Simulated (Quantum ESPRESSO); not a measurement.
Mg3GaO4 (made-up cell) (calculated)

All values are calculated (Quantum ESPRESSO 7.5). Calculation on a made-up crystal cell, not a measurement: periodic Kohn-Sham density functional theory in plane waves with PseudoDojo standard norm-conserving scalar-relativistic pseudopotentials, each functional with its own files (v0.5 for PBE, v0.4.1 for LDA and PBEsol), no spin polarisation, no spin-orbit coupling, atoms not relaxed, stress positive in tension, energies less a fixed whole-eV offset for each atom's element; levels are Kohn-Sham levels at fractions of this cell's reciprocal vectors, counted from the reference band (half the neutral cell's valence electrons, rounded up) at Gamma; error bars cover cutoff and k-mesh only, not smearing or the files; each bar is the largest change over components, and at least 0.002 eV, 0.002 eV per angstrom or 0.02 GPa; added strain carries the atoms with the cell, and shear is the tensor component; energies are for the whole cell, and the offsets were chosen from early runs and are not element reference energies.

Common to all runs: lattice type zincblende/diamond; functional pbe; cutoff 1143 eV; fermi dirac smearing 0.1 eV; scf tolerance 1e-07 eV; electrons removed 0; added strain kind uniform; k mesh 6 x 6 x 6, shifted by half a step.

(1) 
```cif
# cell vector a (Å): 4.5336 -0.0091 -0.0014
# cell vector b (Å): -0.0091 4.5009 -0.0616
# cell vector c (Å): -0.0014 -0.0616 4.5677
data_Mg3GaO4
_symmetry_space_group_name_H-M 'P 1'
_symmetry_Int_Tables_number 1
_cell_length_a 4.5336
_cell_length_b 4.5013
_cell_length_c 4.5681
_cell_angle_alpha 91.557
_cell_angle_beta 90.034
_cell_angle_gamma 90.231
_cell_volume 93.19
loop_
_atom_site_label
_atom_site_type_symbol
_atom_site_fract_x
_atom_site_fract_y
_atom_site_fract_z
_atom_site_occupancy
Mg1 Mg 0.99008 0.99319 0.98624 1
Ga1 Ga 0.97991 0.45100 0.51261 1
Mg2 Mg 0.51815 0.97995 0.47321 1
Mg3 Mg 0.48509 0.49552 0.00915 1
O1 O 0.19892 0.22248 0.27024 1
O2 O 0.26981 0.75446 0.74798 1
O3 O 0.77424 0.26133 0.73691 1
O4 O 0.77886 0.71365 0.24657 1
_calc_added_strain -0.0007
_calc_structure_shown 'before the added strain of -0.0007'
_calc_free_energy_less_offsets 2.199  # eV
_calc_scf_iterations 11
_calc_smearing_term_minus_ts -0.04194  # eV
_calc_pressure 17.97  # GPa
_calc_stress_xx -16.49  # GPa
_calc_stress_yy -17.45  # GPa
_calc_stress_zz -19.98  # GPa
_calc_stress_yz 2.692  # GPa
_calc_stress_xz 6.879  # GPa
_calc_stress_xy -3.084  # GPa
_calc_error_bar_energy 0.007603  # eV
_calc_error_bar_stress 0.06556  # GPa
_calc_error_bar_force 0.00625  # eV/angstrom
_calc_error_bars_from 'tighter rerun of this cell'
```

Atoms:
```
atoms element  atom site  atom energy offset (eV)
           Mg          1                    -1617
           Ga          2                    -2080
           Mg          3                    -1617
           Mg          4                    -1617
            O          5                     -452
            O          6                     -452
            O          7                     -452
            O          8                     -452
```

Forces:
```
site  x (eV/Å)  y (eV/Å)  z (eV/Å)
   1   0.02931    -1.002   -0.1486
   2     3.445     5.313    -2.961
   3   -0.6688    0.1864    0.5666
   4   -0.1006   -0.6219     -0.16
   5     2.548   -0.1219   -0.8997
   6   -0.4574   -0.5602   -0.3114
   7    -4.367    -3.374     3.833
   8   -0.4284    0.1804   0.08122
```

(2) 
```cif
# cell vector a (Å): 4.5336 -0.0091 -0.0014
# cell vector b (Å): -0.0091 4.5009 -0.0616
# cell vector c (Å): -0.0014 -0.0616 4.5677
data_Mg3GaO4
_symmetry_space_group_name_H-M 'P 1'
_symmetry_Int_Tables_number 1
_cell_length_a 4.5336
_cell_length_b 4.5013
_cell_length_c 4.5681
_cell_angle_alpha 91.557
_cell_angle_beta 90.034
_cell_angle_gamma 90.231
_cell_volume 93.19
loop_
_atom_site_label
_atom_site_type_symbol
_atom_site_fract_x
_atom_site_fract_y
_atom_site_fract_z
_atom_site_occupancy
Mg1 Mg 0.99008 0.99319 0.98624 1
Ga1 Ga 0.97991 0.45100 0.51261 1
Mg2 Mg 0.51815 0.97995 0.47321 1
Mg3 Mg 0.48509 0.49552 0.00915 1
O1 O 0.19892 0.22248 0.27024 1
O2 O 0.26981 0.75446 0.74798 1
O3 O 0.77424 0.26133 0.73691 1
O4 O 0.77886 0.71365 0.24657 1
_calc_added_strain 0.005
_calc_structure_shown 'before the added strain of 0.005'
_calc_free_energy_less_offsets 2.034  # eV
_calc_scf_iterations 11
_calc_smearing_term_minus_ts -0.04119  # eV
_calc_pressure 15.06  # GPa
_calc_stress_xx -13.67  # GPa
_calc_stress_yy -14.62  # GPa
_calc_stress_zz -16.89  # GPa
_calc_stress_yz 2.41  # GPa
_calc_stress_xz 6.34  # GPa
_calc_stress_xy -2.993  # GPa
_calc_error_bar_energy 0.007603  # eV
_calc_error_bar_stress 0.06556  # GPa
_calc_error_bar_force 0.00625  # eV/angstrom
_calc_error_bars_from 'tighter rerun of a related cell'
```

Atoms:
```
atoms element  atom site  atom energy offset (eV)
           Mg          1                    -1617
           Ga          2                    -2080
           Mg          3                    -1617
           Mg          4                    -1617
            O          5                     -452
            O          6                     -452
            O          7                     -452
            O          8                     -452
```

Forces:
```
site  x (eV/Å)  y (eV/Å)  z (eV/Å)
   1    0.0673   -0.9701   -0.1284
   2     3.296     5.043    -2.856
   3   -0.6681    0.1456    0.5709
   4  -0.07907   -0.5506   -0.1771
   5     2.414   -0.0825   -0.8393
   6   -0.4407   -0.5488   -0.2752
   7    -4.132     -3.21     3.611
   8   -0.4573    0.1726   0.09423
```

(3) 
```cif
# cell vector a (Å): 4.5336 -0.0091 -0.0014
# cell vector b (Å): -0.0091 4.5009 -0.0616
# cell vector c (Å): -0.0014 -0.0616 4.5677
data_Mg3GaO4
_symmetry_space_group_name_H-M 'P 1'
_symmetry_Int_Tables_number 1
_cell_length_a 4.5336
_cell_length_b 4.5013
_cell_length_c 4.5681
_cell_angle_alpha 91.557
_cell_angle_beta 90.034
_cell_angle_gamma 90.231
_cell_volume 93.19
loop_
_atom_site_label
_atom_site_type_symbol
_atom_site_fract_x
_atom_site_fract_y
_atom_site_fract_z
_atom_site_occupancy
Mg1 Mg 0.99008 0.99319 0.98624 1
Ga1 Ga 0.97991 0.45100 0.51261 1
Mg2 Mg 0.51815 0.97995 0.47321 1
Mg3 Mg 0.48509 0.49552 0.00915 1
O1 O 0.19892 0.22248 0.27024 1
O2 O 0.26981 0.75446 0.74798 1
O3 O 0.77424 0.26133 0.73691 1
O4 O 0.77886 0.71365 0.24657 1
_calc_added_strain 0.0101
_calc_structure_shown 'before the added strain of 0.0101'
_calc_free_energy_less_offsets 1.909  # eV
_calc_scf_iterations 11
_calc_smearing_term_minus_ts -0.04067  # eV
_calc_pressure 12.61  # GPa
_calc_stress_xx -11.29  # GPa
_calc_stress_yy -12.24  # GPa
_calc_stress_zz -14.3  # GPa
_calc_stress_yz 2.174  # GPa
_calc_stress_xz 5.892  # GPa
_calc_stress_xy -2.919  # GPa
_calc_error_bar_energy 0.007603  # eV
_calc_error_bar_stress 0.06556  # GPa
_calc_error_bar_force 0.00625  # eV/angstrom
_calc_error_bars_from 'tighter rerun of a related cell'
```

Atoms:
```
atoms element  atom site  atom energy offset (eV)
           Mg          1                    -1617
           Ga          2                    -2080
           Mg          3                    -1617
           Mg          4                    -1617
            O          5                     -452
            O          6                     -452
            O          7                     -452
            O          8                     -452
```

Forces:
```
site  x (eV/Å)  y (eV/Å)  z (eV/Å)
   1    0.1011   -0.9414   -0.1104
   2     3.167     4.811    -2.768
   3   -0.6654    0.1151    0.5741
   4  -0.06263   -0.4918   -0.1909
   5     2.301   -0.0473   -0.7884
   6   -0.4255   -0.5399   -0.2438
   7    -3.932    -3.069     3.422
   8   -0.4831    0.1633    0.1055
```

(4) 
```cif
# cell vector a (Å): 4.5336 -0.0091 -0.0014
# cell vector b (Å): -0.0091 4.5009 -0.0616
# cell vector c (Å): -0.0014 -0.0616 4.5677
data_Mg3GaO4
_symmetry_space_group_name_H-M 'P 1'
_symmetry_Int_Tables_number 1
_cell_length_a 4.5336
_cell_length_b 4.5013
_cell_length_c 4.5681
_cell_angle_alpha 91.557
_cell_angle_beta 90.034
_cell_angle_gamma 90.231
_cell_volume 93.19
loop_
_atom_site_label
_atom_site_type_symbol
_atom_site_fract_x
_atom_site_fract_y
_atom_site_fract_z
_atom_site_occupancy
Mg1 Mg 0.99008 0.99319 0.98624 1
Ga1 Ga 0.97991 0.45100 0.51261 1
Mg2 Mg 0.51815 0.97995 0.47321 1
Mg3 Mg 0.48509 0.49552 0.00915 1
O1 O 0.19892 0.22248 0.27024 1
O2 O 0.26981 0.75446 0.74798 1
O3 O 0.77424 0.26133 0.73691 1
O4 O 0.77886 0.71365 0.24657 1
_calc_added_strain 0.0152
_calc_structure_shown 'before the added strain of 0.0152'
_calc_free_energy_less_offsets 1.804  # eV
_calc_scf_iterations 11
_calc_smearing_term_minus_ts -0.04032  # eV
_calc_pressure 10.31  # GPa
_calc_stress_xx -9.058  # GPa
_calc_stress_yy -10.01  # GPa
_calc_stress_zz -11.86  # GPa
_calc_stress_yz 1.946  # GPa
_calc_stress_xz 5.464  # GPa
_calc_stress_xy -2.841  # GPa
_calc_error_bar_energy 0.007603  # eV
_calc_error_bar_stress 0.06556  # GPa
_calc_error_bar_force 0.00625  # eV/angstrom
_calc_error_bars_from 'tighter rerun of a related cell'
```

Atoms:
```
atoms element  atom site  atom energy offset (eV)
           Mg          1                    -1617
           Ga          2                    -2080
           Mg          3                    -1617
           Mg          4                    -1617
            O          5                     -452
            O          6                     -452
            O          7                     -452
            O          8                     -452
```

Forces:
```
site  x (eV/Å)  y (eV/Å)  z (eV/Å)
   1    0.1321   -0.9119  -0.09188
   2     3.038     4.584     -2.68
   3   -0.6618   0.08345    0.5767
   4  -0.04667   -0.4337   -0.2046
   5     2.193  -0.01649   -0.7416
   6   -0.4091   -0.5306   -0.2131
   7    -3.737    -2.932     3.239
   8   -0.5081    0.1572    0.1152
```

(5) 
```cif
# cell vector a (Å): 4.5336 -0.0091 -0.0014
# cell vector b (Å): -0.0091 4.5009 -0.0616
# cell vector c (Å): -0.0014 -0.0616 4.5677
data_Mg3GaO4
_symmetry_space_group_name_H-M 'P 1'
_symmetry_Int_Tables_number 1
_cell_length_a 4.5336
_cell_length_b 4.5013
_cell_length_c 4.5681
_cell_angle_alpha 91.557
_cell_angle_beta 90.034
_cell_angle_gamma 90.231
_cell_volume 93.19
loop_
_atom_site_label
_atom_site_type_symbol
_atom_site_fract_x
_atom_site_fract_y
_atom_site_fract_z
_atom_site_occupancy
Mg1 Mg 0.99008 0.99319 0.98624 1
Ga1 Ga 0.97991 0.45100 0.51261 1
Mg2 Mg 0.51815 0.97995 0.47321 1
Mg3 Mg 0.48509 0.49552 0.00915 1
O1 O 0.19892 0.22248 0.27024 1
O2 O 0.26981 0.75446 0.74798 1
O3 O 0.77424 0.26133 0.73691 1
O4 O 0.77886 0.71365 0.24657 1
_calc_added_strain 0.0222
_calc_structure_shown 'before the added strain of 0.0222'
_calc_free_energy_less_offsets 1.691  # eV
_calc_scf_iterations 11
_calc_smearing_term_minus_ts -0.04011  # eV
_calc_pressure 7.367  # GPa
_calc_stress_xx -6.207  # GPa
_calc_stress_yy -7.153  # GPa
_calc_stress_zz -8.742  # GPa
_calc_stress_yz 1.648  # GPa
_calc_stress_xz 4.913  # GPa
_calc_stress_xy -2.741  # GPa
_calc_error_bar_energy 0.007603  # eV
_calc_error_bar_stress 0.06556  # GPa
_calc_error_bar_force 0.00625  # eV/angstrom
_calc_error_bars_from 'tighter rerun of a related cell'
```

Atoms:
```
atoms element  atom site  atom energy offset (eV)
           Mg          1                    -1617
           Ga          2                    -2080
           Mg          3                    -1617
           Mg          4                    -1617
            O          5                     -452
            O          6                     -452
            O          7                     -452
            O          8                     -452
```

Forces:
```
site  x (eV/Å)  y (eV/Å)  z (eV/Å)
   1    0.1711   -0.8731  -0.06748
   2     2.867     4.286    -2.563
   3   -0.6559   0.04308    0.5802
   4  -0.02475   -0.3591   -0.2213
   5     2.054   0.02282    -0.681
   6   -0.3871   -0.5161   -0.1733
   7    -3.484    -2.754         3
   8   -0.5405    0.1506    0.1262
```
